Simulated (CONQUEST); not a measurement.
CONQUEST run on HgTe (C2, 12 atoms in the cell; from Materials Project mp-358, changed as shown): self-consistent single point.

Method: PBEsol, numerical atomic orbitals double-zeta with polarisation (the shipped basis), PseudoDojo norm-conserving potentials made for PBEsol (CONQUEST 1.3).

The change in words: lattice vector a scaled by 1.02. Reference geometry (P3_121):
```xyz
12
Lattice="4.6554 0.0000 0.0000 0.0000 8.0635 0.0000 0.0000 0.0000 10.4232" Properties=species:S:1:pos:R:3 pbc="T T T"
Hg     0.7359     1.2746     0.0000
Hg     3.1837     0.0000     3.4744
Hg     3.0636     2.7571     6.9488
Hg     3.0636     5.3063     0.0000
Hg     0.8559     4.0317     3.4744
Hg     0.7359     6.7889     6.9488
Te     1.1303     1.9577     5.2116
Te     2.3949     0.0000     8.6860
Te     3.4580     2.0740     1.7372
Te     3.4580     5.9894     5.2116
Te     0.0672     4.0317     8.6860
Te     1.1303     6.1058     1.7372
```

Reference input (self-consistent single point, DFT, PBEsol, numerical atomic orbitals double-zeta with polarisation (the shipped basis), PseudoDojo norm-conserving potentials made for PBEsol): basis = DZP; Diag.MPMeshX, Y, Z = 5 3 3; potentials = PseudoDojo norm-conserving PBEsol; Grid.GridCutoff = 140 Ha; DM.SolutionMethod = diagon; Diag.SmearingType = 1; Diag.kT = 0.000735 Ha; Diag.GammaCentred = true; Diag.MPOrder = 0; minE.SCTolerance = 1.0e-07; SC.MaxIters = 100; SC.LinearMixingFactor = 0.3. This run's input differs from it in these lines:

```diff
@@ -32,3 +32,3 @@
 # file: input.coords
-     8.797506590      0.000000000      0.000000000
+     8.973457099      0.000000000      0.000000000
      0.000000000     15.237727237      0.000000000
@@ -36,14 +36,14 @@
 12
-    1.390621867     2.408627544     0.000000000  1 T T T
-    6.016262856     0.000000000     6.565651583  1 T T T
-    5.789375161     5.210236074    13.131322862  1 T T T
-    5.789375161    10.027491163     0.000000000  1 T T T
-    1.617509562     7.618863619     6.565651583  1 T T T
-    1.390621867    12.829099693    13.131322862  1 T T T
-    2.135902637     3.699491607     9.848487222  2 T T T
-    4.525701315     0.000000000    16.414138805  2 T T T
-    6.534655932     3.919372011     3.282835640  2 T T T
-    6.534655932    11.318355226     9.848487222  2 T T T
-    0.126948020     7.618863619    16.414138805  2 T T T
-    2.135902637    11.538235630     3.282835640  2 T T T
+    1.418434364     2.408627544     0.000000000  1 T T T
+    6.136588372     0.000000000     6.565651583  1 T T T
+    5.905162913     5.210236074    13.131322862  1 T T T
+    5.905162913    10.027491163     0.000000000  1 T T T
+    1.649859822     7.618863619     6.565651583  1 T T T
+    1.418434364    12.829099693    13.131322862  1 T T T
+    2.178620782     3.699491607     9.848487222  2 T T T
+    4.616215536     0.000000000    16.414138805  2 T T T
+    6.665349332     3.919372011     3.282835640  2 T T T
+    6.665349332    11.318355226     9.848487222  2 T T T
+    0.129486986     7.618863619    16.414138805  2 T T T
+    2.178620782    11.538235630     3.282835640  2 T T T
```

The program printed (abridged):

```
    new_SC_potl: Starting.  Tolerance:  0.10000E-06

    PulayMixSC: Starting Pulay mixing, A_up =  0.300 A_dn =  0.300
    PulayMixSC: Spin non-polarised calculation.
          Harris-Foulkes Energy            :     -1627.349621514062619 Ha
          (TS=0 as O(N) or entropic contribution is negligible)
          DFT Total Energy                 :     -1627.166689175976444 Ha
          Total number of electrons        :       215.999999999988034
    PulayMixSC: Pulay iteration     1 residual:              0.72651E-03
          Harris-Foulkes Energy            :     -1627.280655886294880 Ha
   [... lines left out ...]
          (TS=0 as O(N) or entropic contribution is negligible)
          DFT Total Energy                 :     -1627.271210927338871 Ha
          Total number of electrons        :       216.000219881423646
    PulayMixSC: Pulay iteration     9 residual:              0.10708E-06
          Harris-Foulkes Energy            :     -1627.271210928277924 Ha
          (TS=0 as O(N) or entropic contribution is negligible)
          DFT Total Energy                 :     -1627.271210926164713 Ha
          Total number of electrons        :       216.000219867514005
    PulayMixSC: Pulay iteration    10 residual:              0.60486E-07
    PulayMixSC: Reached SCF tolerance of  0.60486E-07 after     10 iterations
      | Number of electrons      =       216.000220
      |* band energy as 2Tr[K.H] =      -272.803798602466316 Ha
      |  screened ion-ion energy =     -1261.652674575702576 Ha
      |  Ha correction           =         6.762615914909262 Ha
      |  XC correction           =       -99.577347307244906 Ha
      |* Harris-Foulkes energy   =     -1627.271210928277924 Ha
      |* DFT total energy        =     -1627.271210926164713 Ha
      |  estimated accuracy      =        -0.000000002113211 Ha

    force: Forces on atoms (Ha/a0)
    force:  Atom   X              Y              Z
    force:     1  -0.0002624774   0.0008293040   0.0006200672
    force:     2  -0.0011221043  -0.0000005534   0.0000005845
   [... lines left out ...]
    force: Maximum force :        0.00425864(Ha/a0) on atom        12 in y direction
   [... lines left out ...]
    force: Force Residual:        0.00309106 Ha/a0
    force: Total stress:          1.65811158    -0.00001506    -0.00004379 GPa
                            -0.00001506     0.98643475     0.30373067
                            -0.00004379     0.30373067     1.37739997
    force: Average pressure:     -1.34064877 GPa

    force: Finished force
    get_E_and_F: Change in energy during last step of electronic optimisation:  0.41291E-09
```

The run converged in 10 iterations. CONQUEST prints the stress tensor with tension positive. Against the reference run the free energy goes up by 4.6 meV/atom, the pressure goes from -0.62 to -1.34 GPa and the largest force goes from 0.341 to 0.240 eV/Å.

Spin-orbit coupling is left out, which matters for bands and gaps with elements this heavy. The program uses no crystal symmetry, so grid and mesh can part values that symmetry would make equal. The atom-centred basis is finite, which shifts total energies, pressures and forces against plane waves. The structure comes from a collection of computed structures, made at another level of theory; the collection holds predicted forms beside known ones.

Cost on one core: around 2.4 core-minutes (rough).
